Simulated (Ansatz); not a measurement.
# Calculated with Ansatz: SiGeO₄, relaxation

Launch command:

```bash
ansatz run input.yaml --threads 2 --pin off --max-ram 3584MiB --backend cpu --events-out ev --progress --plain --runs-dir out
```

input.yaml:

```yaml
crystal:
  lattice:
    - [0.0, 4.851108, 0.0]
    - [4.851108, 0.0, 0.0]
    - [2.425554, 2.425554, -4.964725]
  atoms:
    - { symbol: Ge, position: [0.0, 0.0, 0.0] }
    - { symbol: Ge, position: [0.75, 0.25, 0.5] }
    - { symbol: Si, position: [0.5, 0.5, 0.0] }
    - { symbol: Si, position: [0.25, 0.75, 0.5] }
    - { symbol: O, position: [0.228, 0.3335, 0.8426] }
    - { symbol: O, position: [0.0835, 0.1794, 0.3426] }
    - { symbol: O, position: [0.9294, 0.8239, 0.8426] }
    - { symbol: O, position: [0.5739, 0.478, 0.3426] }
    - { symbol: O, position: [0.522, 0.9165, 0.6574] }
    - { symbol: O, position: [0.6665, 0.0706, 0.1574] }
    - { symbol: O, position: [0.8206, 0.4261, 0.6574] }
    - { symbol: O, position: [0.1761, 0.772, 0.1574] }
  symmetry: { tolerance: 0.0003 }
kpoints:
  mp_grid: { grid: [4, 4, 4], shift: [0, 0, 0] }
magnetization:
  spin_polarized: false
scf:
  occupations: { method: fermi_dirac }
  lower_state_search: "off"
hamiltonian:
  pseudopotentials: { kind: paw }
  xc: r2scan
basis:
  ecutwfc: 500
  fft_grid_basis: typed
relax:
  max_steps: 60
  cell: { p_target: 20.0 }
  f_tol: 0.03
output:
  forces: true
  stress: true
  eigenvalues: true
  bader: true
  populations: true
  elf: true
  write_potential: true
  volumetric_format: npy
  dos:
    e_range: [-12, 8]
    de: 0.05
    projected: { site_lists: { Ge: [Ge], O: [O], Si: [Si] } }
  write_density: true
checkpoint:
  read: saved_state
```

Origin of the cell: a known structure type with other elements, at an estimated volume, so it need not be a known compound.

The smearing width isn't typed, so it takes its default of 0.1 eV.

The saved state is a converged single point of the same cell.

Output (shortened):

```
SCF iter   1: F=-14424.424454 eV  HF=-14424.422531 eV  Δρ=9.32e-4  dr2=1.64e-4  dr2_τ=7.05e-4
SCF iter   2: F=-14424.424508 eV  HF=-14424.424134 eV  Δρ=4.84e-4  dr2=4.60e-5  dr2_τ=1.14e-4
SCF iter   3: F=-14424.424519 eV  HF=-14424.424519 eV  Δρ=4.76e-5  dr2=2.12e-6  dr2_τ=3.67e-7
SCF iter   4: F=-14424.424520 eV  HF=-14424.424520 eV  Δρ=2.04e-5  dr2=2.42e-7  dr2_τ=1.04e-7
SCF iter   5: F=-14424.424520 eV  HF=-14424.424520 eV  Δρ=7.02e-6  dr2=2.94e-8  dr2_τ=1.57e-8
relax step   1: F+E_penalty+E_count = -14424.424520 eV  Δ(F+E_penalty+E_count) = +0.000e0 eV  max|allowed force component| = 6.385e0 eV/Å  Δτ_max = 0.0000 Å  P = +4.900 GPa  Ω = 116.836 Å³  ( […]
relax step   2: F+E_penalty+E_count = -14430.238241 eV  Δ(F+E_penalty+E_count) = -5.814e0 eV  max|allowed force component| = 3.125e0 eV/Å  Δτ_max = 0.1284 Å  P = +7.598 GPa  Ω = 103.113 Å³  e […]
relax step   3: F+E_penalty+E_count = -14430.699162 eV  Δ(F+E_penalty+E_count) = -4.609e-1 eV  max|allowed force component| = 7.343e-1 eV/Å  Δτ_max = 0.1384 Å  P = +42.648 GPa  Ω = 89.778 Å³ […]
relax step   4: F+E_penalty+E_count = -14431.674306 eV  Δ(F+E_penalty+E_count) = -9.751e-1 eV  max|allowed force component| = 9.193e-1 eV/Å  Δτ_max = 0.0890 Å  P = +33.893 GPa  Ω = 91.491 Å³ […]
relax step   5: F+E_penalty+E_count = -14433.853208 eV  Δ(F+E_penalty+E_count) = -2.179e0 eV  max|allowed force component| = 1.110e0 eV/Å  Δτ_max = 0.1746 Å  P = +23.970 GPa  Ω = 94.967 Å³  e […]
relax step   6: F+E_penalty+E_count = -14435.574300 eV  Δ(F+E_penalty+E_count) = -1.721e0 eV  max|allowed force component| = 1.216e0 eV/Å  Δτ_max = 0.1599 Å  P = +19.835 GPa  Ω = 98.506 Å³  e […]
relax step   7: F+E_penalty+E_count = -14436.469713 eV  Δ(F+E_penalty+E_count) = -8.954e-1 eV  max|allowed force component| = 1.338e0 eV/Å  Δτ_max = 0.1083 Å  P = +13.840 GPa  Ω = 103.225 Å³ […]
relax step   8: F+E_penalty+E_count = -14435.844680 eV  Δ(F+E_penalty+E_count) = +6.250e-1 eV  max|allowed force component| = 2.044e0 eV/Å  Δτ_max = 0.1946 Å  P = +8.842 GPa  Ω = 108.031 Å³ […]
relax step   9: F+E_penalty+E_count = -14436.088118 eV  Δ(F+E_penalty+E_count) = +3.816e-1 eV  max|allowed force component| = 1.336e0 eV/Å  Δτ_max = 0.0952 Å  P = -3.582 GPa  Ω = 105.161 Å³ […]
relax step  10: F+E_penalty+E_count = -14436.531462 eV  Δ(F+E_penalty+E_count) = -6.175e-2 eV  max|allowed force component| = 4.096e-1 eV/Å  Δτ_max = 0.0476 Å  P = +17.506 GPa  Ω = 101.361 Å³ […]
relax step  11: F+E_penalty+E_count = -14436.592599 eV  Δ(F+E_penalty+E_count) = -6.114e-2 eV  max|allowed force component| = 1.503e-2 eV/Å  Δτ_max = 0.0117 Å  P = +19.719 GPa  Ω = 101.483 Å³ […]
relax step  12: F+E_penalty+E_count = -14436.578731 eV  Δ(F+E_penalty+E_count) = +1.387e-2 eV  max|allowed force component| = 1.694e-2 eV/Å  Δτ_max = 0.0015 Å  P = +20.212 GPa  Ω = 101.371 Å³ […]
relax step  13: F+E_penalty+E_count = -14436.585829 eV  Δ(F+E_penalty+E_count) = +6.770e-3 eV  max|allowed force component| = 3.740e-4 eV/Å  Δτ_max = 0.0007 Å  P = +19.999 GPa  Ω = 101.428 Å³ […]
relax step  14: F+E_penalty+E_count = -14436.573783 eV  Δ(F+E_penalty+E_count) = +1.205e-2 eV  max|allowed force component| = 1.295e-3 eV/Å  Δτ_max = 0.0000 Å  P = +20.069 GPa  Ω = 101.428 Å³  stress off target by 1.91e-1 GPa […]
relax step  15: F+E_penalty+E_count = -14436.585118 eV  Δ(F+E_penalty+E_count) = -1.134e-2 eV  max|allowed force component| = 1.784e-3 eV/Å  Δτ_max = 0.0007 Å  P = +20.001 GPa  Ω = 101.518 Å³ […]
relax step  16: F+E_penalty+E_count = -14436.585162 eV  Δ(F+E_penalty+E_count) = -4.447e-5 eV  max|allowed force component| = 1.822e-3 eV/Å  Δτ_max = 0.0000 Å  P = +20.000 GPa  Ω = 101.518 Å³  stress off target by 3.95e-2 GPa […]
SCF 16 converged in 5 iterations: F = -14436.585162 eV  dr2 = 1.21e-11
basis re-selected at this cell: Δ(F+E_penalty+E_count) = -4.447e-5 eV, ΔP = -0.001 GPa vs the last step (what re-selecting the basis moved, of the pressure what is left beyond the Pulay corre […]
SCF converged after 5 iterations
Free energy (F): -14436.585162 eV
Harris-Foulkes:  -14436.585162 eV  (|F-HF|=1.29e-10)
Internal energy: -14436.585162 eV  (E = F + TS)
E sigma→0 (E₀):  -14436.585162 eV
Fermi energy:    12.131709 eV
--- Per-component energies (eV) ---
  E_band       = -170.517285
  E_kinetic    = 1765.471017
  E_local      = -6908.517242  (includes V_loc(G=0)·N_el)
  E_nonlocal   = 1283.780744
  E_hartree    = 2851.699364
  E_xc         = -837.657247
  E_vxc        = -1093.742727  (∫ρ·V_xc dr)
  E_paw        = -6410.050149  (= ΣΔE_a)
  E_vpaw       = -986.655279  (= ΣTr[D̂ρ^β])
  E_aug_tail   = 0.009006  (compensation charges beyond the density's cutoff)
  E_vtau       = 65.738557  (kinetic-family band-sum trace: ∫τ·v_τ [+ j·A + Jᵃ·Aᵃ] dr)
  E_ewald      = -6178.740730
  E_core_change = -2.579925  (= ΣΔE_core)
  E_smearing   = -0.000000  (= −TS)
  Σ components = -14436.585162   (vs F -14436.585162, Δ=0.00e0)
--- Forces (eV/Å), atoms counted from 1 ---
  atom   1  Ge     0.000000     0.000000     0.000000
  atom   2  Ge     0.000000     0.000000     0.000000
  atom   3  Si     0.000000     0.000000    -0.000000
  atom   4  Si     0.000000     0.000000     0.000000
  atom   5  O      0.000560    -0.001822     0.000910
  atom   6  O      0.001822     0.000560     0.000910
  atom   7  O     -0.000560     0.001822     0.000910
  atom   8  O     -0.001822    -0.000560     0.000910
  atom   9  O     -0.000560     0.001822    -0.000910
  atom  10  O     -0.001822    -0.000560    -0.000910
  atom  11  O      0.000560    -0.001822    -0.000910
  atom  12  O      0.001822     0.000560    -0.000910
  max |Σ_I F_I| component: 4.34e-19 eV/Å
--- Stress (GPa, compression-positive) ---
       19.979886       0.000022       0.000000
       -0.000022      19.979886       0.000000
        0.000000       0.000000      20.039516
  P = ⅓ Tr σ = 19.9998 GPa (199.998 kbar)
--- Relaxed structure (14 steps of the walk, 11 accepted, 2 SCFs on fresh bases) ---
  F+E_penalty+E_count = -14436.585162 eV   max|allowed force component| = 1.822e-3 eV/Å   (the final SCF, on the basis selected at the relaxed cell)
  cell:  # Å, volume = 101.5181 Å³
    - [0.0, 4.291539, 0.0]
    - [4.291539, 0.0, 0.0]
    - [2.145770, 2.145770, -5.512102]
  atoms:
    - { symbol: Ge, position: [-1.140e-18, 0.0, -1.019e-19] }
    - { symbol: Ge, position: [0.75, 0.25, 0.5] }
    - { symbol: Si, position: [0.5, 0.5, -1.019e-19] }
    - { symbol: Si, position: [0.25, 0.75, 0.5] }
    - { symbol: O, position: [0.350613, 0.314614, 0.860843] }
    - { symbol: O, position: [0.064614, 0.038545, 0.360843] }
    - { symbol: O, position: [0.788545, 0.824544, 0.860843] }
    - { symbol: O, position: [0.574544, 0.600613, 0.360843] }
    - { symbol: O, position: [0.399387, 0.935386, 0.639157] }
    - { symbol: O, position: [0.685386, 0.211455, 0.139157] }
    - { symbol: O, position: [0.961455, 0.425456, 0.639157] }
    - { symbol: O, position: [0.175456, 0.649387, 0.139157] }
--- Löwdin populations: 12 sites ---
  site symbol       q [e]
     0     Ge     12.3306
     1     Ge     12.3306
     2     Si      2.2144
     3     Si      2.2144
     4      O      6.7803
     5      O      6.7803
     6      O      6.7803
     7      O      6.7803
     8      O      6.7803
     9      O      6.7803
    10      O      6.7803
    11      O      6.7803
  spilling = 0.007943 (of n_electrons = 84.000000)
--- Bader charges: 12 sites ---
  site symbol  charge [e]  shift [e]
     0     Ge      2.6205     0.0219
     1     Ge      2.6205     0.0219
     2     Si      3.3451     0.0106
     3     Si      3.3450     0.0106
     4      O     -1.4914     0.0028
     5      O     -1.4914     0.0028
     6      O     -1.4914     0.0028
     7      O     -1.4914     0.0028
     8      O     -1.4914     0.0028
     9      O     -1.4914     0.0028
    10      O     -1.4914     0.0028
    11      O     -1.4914     0.0028
  estimated error of the sums over rays = 6.3e-4 e
```

The starting structure.

Space group I4_1/a (No. 88); the run's cell has a = 4.851 Å, b = 4.851 Å, c = 6.034 Å, α = 66.30°, β = 66.30°, γ = 90.00°. Shortest distances: Ge–O 1.63 Å, O–Si 2.20 Å, O–O 2.56 Å, Ge–Si 3.43 Å, Ge–Ge 3.47 Å, Si–Si 3.47 Å.

After:

Space group I4_1/a (No. 88); the run's cell has a = 4.292 Å, b = 4.292 Å, c = 6.292 Å, α = 70.06°, β = 70.06°, γ = 90.00°. Shortest distances: O–Si 1.63 Å, Ge–O 1.77 Å, O–O 2.45 Å, Ge–Si 3.03 Å, Ge–Ge 3.49 Å, Si–Si 3.49 Å.

* Enthalpy lowered by: 1172.7 meV/atom
* Volume change: -13.11 %
* Final pressure: 20.00 GPa
* Relaxation steps listed: 16

Caveats: the given cell is far from equilibrium, with atoms too close or a volume far off; the relaxation held the start's symmetry, so the end may be a saddle point.

The run took 230 s of wall time on 2 CPU thread(s) of a shared host, from a saved density.
